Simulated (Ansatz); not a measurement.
Molecular dynamics on a 2×2×2 supercell (16 atoms) of GaAs (zincblende), relaxed with r2SCAN. Forces come from PBE in the PAW code Ansatz: constant energy and volume (NVE), velocities drawn at 600 K, steps of 2 fs. Classical nuclei, no spin polarisation; a few dozen steps show the first response, not equilibrium.

```yaml
crystal:
  lattice:
    - [0.0, 5.6661701896, 5.6661701896]
    - [5.6661701896, 0.0, 5.6661701896]
    - [5.6661701896, 5.6661701896, 0.0]
  atoms:
    - { symbol: Ga, position: [0.0, 0.0, 0.0] }
    - { symbol: As, position: [0.125, 0.125, 0.125] }
    - { symbol: Ga, position: [0.0, 0.0, 0.5] }
    - { symbol: As, position: [0.125, 0.125, 0.625] }
    - { symbol: Ga, position: [0.0, 0.5, 0.0] }
    - { symbol: As, position: [0.125, 0.625, 0.125] }
    - { symbol: Ga, position: [0.0, 0.5, 0.5] }
    - { symbol: As, position: [0.125, 0.625, 0.625] }
    - { symbol: Ga, position: [0.5, 0.0, 0.0] }
    - { symbol: As, position: [0.625, 0.125, 0.125] }
    - { symbol: Ga, position: [0.5, 0.0, 0.5] }
    - { symbol: As, position: [0.625, 0.125, 0.625] }
    - { symbol: Ga, position: [0.5, 0.5, 0.0] }
    - { symbol: As, position: [0.625, 0.625, 0.125] }
    - { symbol: Ga, position: [0.5, 0.5, 0.5] }
    - { symbol: As, position: [0.625, 0.625, 0.625] }
kpoints:
  mp_grid: { grid: [2, 2, 2] }
hamiltonian:
  xc: pbe
scf:
  occupations: { method: fermi_dirac, width: 0.052 }
md:
  ensemble: nve
  temperature: 600
  timestep: 2.0
  n_steps: 20
  initial_velocities: maxwell_boltzmann
  seed: 4212
```

Command: `ansatz run input.yaml --threads 4 --pin off --max-ram 3686MiB --backend cpu --events-out ev --progress --plain --runs-dir out`.

Problem. It ran on 4 threads of Arm Neoverse V2, with other jobs on the host, load about 0.5 per core. About how long did it take, and what peak of host memory did it reach?

Solution. About 89 s, with a peak of 1.6 GiB.

Problem. How do temperature and energy develop?

Solution. The temperature starts at 600 K, is lowest at step 17 (209 K, 34 fs) and ends at 240 K. The atoms start on their lattice sites with kinetic energy alone, so much of it first passes into potential energy. The conserved energy stays within 0.10 meV an atom. By the last step the atoms have moved 0.13 Å in the root mean square, the drift of the whole cell taken out, 0.20 Å at most.

| step | t (fs) | T (K) | free energy F from step 0 (meV/atom) | kinetic energy (meV/atom) | largest force (eV/Å) |
| --- | --- | --- | --- | --- | --- |
| 0 | 0 | 600 | 0.0 | 72.7 | 0.00 |
| 1 | 2 | 597 | 0.4 | 72.3 | 0.20 |
| 2 | 4 | 586 | 1.6 | 71.1 | 0.41 |
| 3 | 6 | 570 | 3.7 | 69.1 | 0.62 |
| 4 | 8 | 547 | 6.4 | 66.3 | 0.83 |
| 5 | 10 | 520 | 9.8 | 63.0 | 1.04 |
| 6 | 12 | 487 | 13.7 | 59.1 | 1.25 |
| 7 | 14 | 452 | 17.9 | 54.8 | 1.46 |
| 8 | 16 | 415 | 22.4 | 50.3 | 1.65 |
| 9 | 18 | 378 | 27.0 | 45.8 | 1.83 |
| 10 | 20 | 341 | 31.5 | 41.3 | 2.00 |
| 11 | 22 | 307 | 35.6 | 37.2 | 2.13 |
| 12 | 24 | 276 | 39.3 | 33.5 | 2.24 |
| 13 | 26 | 250 | 42.5 | 30.3 | 2.32 |
| 14 | 28 | 230 | 44.9 | 27.9 | 2.37 |
| 15 | 30 | 217 | 46.6 | 26.2 | 2.38 |
| 16 | 32 | 209 | 47.4 | 25.4 | 2.36 |
| 17 | 34 | 209 | 47.5 | 25.3 | 2.30 |
| 18 | 36 | 214 | 46.9 | 25.9 | 2.22 |
| 19 | 38 | 225 | 45.6 | 27.2 | 2.11 |
| 20 | 40 | 240 | 43.7 | 29.1 | 1.98 |

Positions (Å) and forces (eV/Å) at step 20:
```
Ga   0.072  -0.104   0.091    -0.999   0.859  -0.390
As   1.511   1.358   1.363    -0.290   0.026   0.434
Ga   2.667   2.905  -0.074     1.689  -0.557   0.860
As   4.245   4.255   1.484    -1.236   0.488  -0.742
Ga   2.885  -0.027   2.845     0.049   0.326   0.543
As   4.349   1.490   4.166     0.152  -0.780   0.522
Ga   5.691   2.962   2.761     0.866  -1.220   0.122
As   7.043   4.292   4.309    -0.733   1.086  -0.919
Ga   0.063   2.743   2.773    -0.379  -0.197   0.501
As   1.350   4.182   4.322     0.370   0.129  -1.041
Ga   2.770   5.693   2.910    -0.104  -0.142  -0.308
As   4.190   7.096   4.307     0.128   0.327  -0.361
Ga   2.916   2.888   5.576    -0.108  -0.850   0.071
As   4.227   4.180   7.124     0.358   0.048   0.072
Ga   5.565   5.701   5.767    -0.054  -0.306  -0.471
As   7.115   7.054   6.938     0.291   0.763   1.109
```
